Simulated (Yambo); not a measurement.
Yambo run on K₂PtBr₄ (space group P4/mmm, No. 123). The wavefunctions are PBEsol (pw.x of Quantum ESPRESSO, ONCV potentials, without SOC) ones on a 2×2×2 mesh (32 occupied bands); a = 7.406 Å, b = 7.406 Å, c = 4.365 Å, α = 90.00°, β = 90.00°, γ = 90.00°.

Yambo input:

```
rim_cut
gw0
dyson
el_el_corr
HF_and_locXC
ppa
em1d
RandQpts= 1000000
RandGvec= 1 Ry
EXXRLvcs= 84 Ry
VXCRLvcs= 336 Ry
Chimod= "HARTREE"
% BndsRnXp
 5 | 336 |
%
NGsBlkXp= 7 Ry
% LongDrXp
 1.0 | 1.0 | 1.0 |
%
PPAPntXp= 27.2114 eV
% GbndRnge
 1 | 214 |
%
GTermKind= "none"
DysSolver= "n"
ExtendOut
% QPkrange
 3 | 3 | 32 | 32 |
 5 | 5 | 32 | 33 |
%
```

k points by index: 3 = X, 5 = M.

The o-*.qp file then holds:

```
#    K-point    Band    Eo [eV]    E [eV]    E-Eo [eV]    Vxc [eV]    Vnlxc [eV]    Sc|Eo [eV]    Sc|E [eV]    dSc/dw|Eo [eV]    Re(Z)    Im(Z)
#
    3    32    0.000000    -0.732380    -0.732380    -17.69663    -21.98182    3.375708    3.552812    -6.578993    0.805297    -0.001458
    5    32    -0.035669    -0.775999    -0.740329    -17.66335    -21.96682    3.383842    3.563140    -6.588933    0.805060    -0.001475
    5    33    1.384084    2.833778    1.449695    -15.56180    -11.71039    -2.093007    -2.401722    -5.794360    0.824442    -0.001242
```
(The two width columns are left out.) Convergence of these settings isn't established.

Geometry of the Materials Project entry, not relaxed at this level.

The structure is a Materials Project entry; no match was found in the copy of COD used, and its stability was not checked.
